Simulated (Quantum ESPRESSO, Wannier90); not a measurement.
# Tight-binding from DFT: CaC₂ (C2/m)

```xyz
6
Lattice="0.0000 -3.8306 0.0000 -3.5789 1.9153 0.0000 2.1643 0.0000 -7.0929" Properties=species:S:1:pos:R:3 pbc="T T T"
Ca    -0.9166     0.0000    -1.7483
Ca     0.9166     0.0000     1.7483
C      1.5100     0.0000    -3.0903
C     -1.5100     0.0000     3.0903
C     -0.4706     1.9153     0.4132
C      0.4706    -1.9153    -0.4132
```

Structure: Materials Project mp-917, symmetrised, not relaxed again. Not found in the COD (Crystallography Open Database) copy used, which has the formula in other groups; not checked further. Level: LDA, no spin polarisation, no spin-orbit coupling; pw.x of Quantum ESPRESSO at 66 Ry with PseudoDojo potentials, 4×4×4 k-points, Wannier90. Density: 10×10×6 mesh, cold smearing 0.01 Ry.

Functional, cutoff and mesh named above are those of the base row (1); the first column says what each row takes instead. Model: 10 functions from bands 9-18, start SCDM (isolated) (the valence bands). Energies are relative to the valence-band maximum; the misfit is to pw.x on a path, for all bands of the set. The lattice is scaled uniformly, fractional positions fixed. Ω_total can sit in another minimum from row to row; Ω_I of an isolated set cannot.

| scale | Ω_I (Å²) | Ω_total (Å²) | rms misfit (meV) | gap (eV) | bottom of band 9 (eV) |
|---|---|---|---|---|---|
| 0.96 | 10.04 | 11.74 | 4.2 | 1.95 | -12.60 |
| 0.98 | 10.13 | 11.85 | 3.9 | 2.05 | -12.37 |
| 1 | 10.26 | 12.00 | 3.6 | 2.12 | -12.15 |
| 1.02 | 10.41 | 12.18 | 3.3 | 2.18 | -11.94 |
| 1.04 | 10.60 | 12.39 | 3.0 | 2.23 | -11.73 |
